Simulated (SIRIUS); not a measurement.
A self-consistent single point of CoSi2 (C2/m, 3 atoms in the cell; from Materials Project mp-2379, changed as shown).

```
CELL_PARAMETERS angstrom
      0.00000     2.65642     2.65642
      2.65642     0.00000     2.65642
      2.68298     2.68298     0.00000
ATOMIC_POSITIONS crystal
  Co 0.00000 0.00000 0.00000
  Si 0.75000 0.75000 0.75000
  Si 0.25000 0.25000 0.25000
```

Computed with PBE, GBRV PBE ultrasoft pseudopotentials (plane waves; SIRIUS).

SIRIUS settings:

```
setting                                                               value
--------------------------------------  -----------------------------------
parameters.ngridk                                                  12 12 12
parameters.xc_functionals                      [XC_GGA_X_PBE, XC_GGA_C_PBE]
parameters.gk_cutoff                                           6.325 1/bohr
parameters.pw_cutoff                                          14.143 1/bohr
parameters.smearing                                             fermi_dirac
parameters.smearing_width                                     0.00499791 Ha
potentials                              GBRV PBE ultrasoft pseudopotentials
parameters.electronic_structure_method                      pseudopotential
parameters.num_bands                                                     17
parameters.num_mag_dims                                                   0
parameters.num_dft_iter                                                 100
parameters.energy_tol                                              1e-07 Ha
parameters.density_tol                                                1e-06
mixer.type                                                         broyden2
mixer.beta                                                              0.3
mixer.use_hartree                                                      true
```

### Question
Estimate, at this level of theory: pressure and largest force (vector length).

### Answer
The run gave:

| Item | Result |
|---|---|
| Pressure | 3.16 GPa |
| Largest force (vector length) | 0.114 eV/Å |

For comparison: a first run was changed to give this one (lattice vector c scaled by 1.01), and from it to this one the free energy goes down by 2.2 meV/atom, the pressure goes from 5.09 to 3.16 GPa and the largest force goes from 0.000 to 0.114 eV/Å.

The run has no spin polarisation, so moments on Co cannot form. The structure comes from a collection of computed structures, made at another level of theory; the collection holds predicted forms beside known ones.

Cost on one core: around 2.6 core-minutes (rough).
